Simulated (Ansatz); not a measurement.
Bulk crystal (Ru) after relaxation:

```
Ru
1.0
     2.70235    0.00000    0.00000
    -1.35117    2.34030    0.00000
     0.00000    0.00000    4.26597
Ru
2
Direct
  0.33333 0.66667 0.25000
  0.66667 0.33333 0.75000
```

Miller indices refer to the conventional cell of P6_3/mmc (No. 194), a = 2.702 Å, b = 2.702 Å, c = 4.266 Å, α = 90.00°, β = 90.00°, γ = 120.00°.

The (100) slab of 10 planes, 10.9 Å thick with 15 Å of vacuum as cut; outer planes Ru (top) and Ru (bottom).

The calculation used Ansatz 0.2.0, DFT r2SCAN, scalar-relativistic, plane waves, PAW. Settings: cutoff 500 eV, Γ-centred mesh 13×8×1 on the computed 10-atom cell, Gaussian smearing of 0.10 eV; no spin polarisation. A dipole correction removes the field between periodic images along c.

Results for the relaxed slab:

| Property | Result |
| --- | --- |
| Surface energy (mean of both faces) | 3.88 J/m² |
| Work function | 4.14 eV |

Relaxation lowers the energy by 0.179 J/m² a face; the largest move is 0.148 Å.

```csv
plane (bottom to top),atoms,"spacing to next, bulk (Å)",relaxed (Å),change (%)
1,Ru,1.560,1.402,-10.2
2,Ru,0.780,0.795,+1.9
3,Ru,1.560,1.535,-1.6
4,Ru,0.780,0.808,+3.6
5,Ru,1.560,1.545,-1.0
6,Ru,0.780,0.808,+3.6
7,Ru,1.560,1.535,-1.6
8,Ru,0.780,0.795,+1.9
9,Ru,1.560,1.402,-10.2
10,Ru,,,
```